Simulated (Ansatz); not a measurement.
In PBE+D3(BJ) (plane waves, PAW; program Ansatz), I in the molecular I2 type structure (Cmce) relaxes to a = 7.345 Å, b = 4.487 Å, c = 9.642 Å.

The Kohn–Sham gap is 0.83 eV (indirect).

The cell was relaxed with PBE+D3(BJ) under the symmetry of its start. Scalar-relativistic: spin–orbit coupling is off unless named, which matters more the heavier the elements.

Potentials: the later of the program's two PAW sets.
